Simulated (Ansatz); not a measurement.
PbS:
```yaml
crystal:
  lattice:
    - [0.00000, 2.98717, 2.98717]
    - [2.98717, 0.00000, 2.98717]
    - [2.98717, 2.98717, 0.00000]
  atoms:
    - { symbol: S, position: [0.00000, 0.00000, 0.00000] }
    - { symbol: Pb, position: [0.50000, 0.50000, 0.50000] }
```

Relaxed with r²SCAN.

Task: Give the Bader charges and basin volumes of the independent atoms, the program Ansatz at the r²SCAN level (PAW).

Result: 

| atom | Bader charge (e) | Bader volume (Å³) |
|---|---|---|
| S1 | -1.06 | 28.6 |
| Pb2 | +1.06 | 24.7 |

Space group Fm-3m (rock salt). The r²SCAN relaxation kept the symmetry of its start. Spin–orbit coupling is left out wherever it is not named.

Potentials: the later of the program's two PAW sets.
